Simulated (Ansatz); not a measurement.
Input:

Relaxed SnO₂ (rutile):

```
CELL_PARAMETERS angstrom
      4.82755     0.00000     0.00000
      0.00000     4.82755     0.00000
      0.00000     0.00000     3.23815
ATOMIC_POSITIONS crystal
  Sn 0.00000 0.00000 0.00000
  Sn 0.50000 0.50000 0.50000
  O  0.30658 0.30658 0.00000
  O  0.80658 0.19342 0.50000
  O  0.19342 0.80658 0.50000
  O  0.69342 0.69342 0.00000
```

In this cell atom 5 (O, nearest neighbour Sn at 2.089 Å; its periodic images, 3.2 Å or more away, move with it) is moved by s along Cartesian [110], unit vector (0.707, 0.707, 0.000); all other atoms and the cell stay fixed.

All values below come from PBE (plane waves to 420 eV, PAW, scalar-relativistic; Ansatz, an electronic-structure program). k mesh 6×6×8 (Γ-centred), Fermi-Dirac smearing 0.05 eV. Energies are smeared free energies. SnO2 was relaxed with its symmetry unable to fall. The zero of ΔE is the undisplaced structure.

The scan covers s from -0.630 to 0.630 Å in 11 points.

### Question
Is the energy the same for equal positive and negative displacements?

### Answer
Even: the same for both signs. With its periodic images moving along, the atom's site symmetry in this cell is mm2.

### Question
What force acts on the atom along the line at s = -0.630 Å?

### Answer
2.91 eV/Å.

### Question
What is the force constant k = d²E/ds² of this move at s = 0?

### Answer
3.54 eV/Å².

(For displaced atoms, the force is minus the slope of the energy, and its curvature is a force constant, which sets phonon frequencies.)
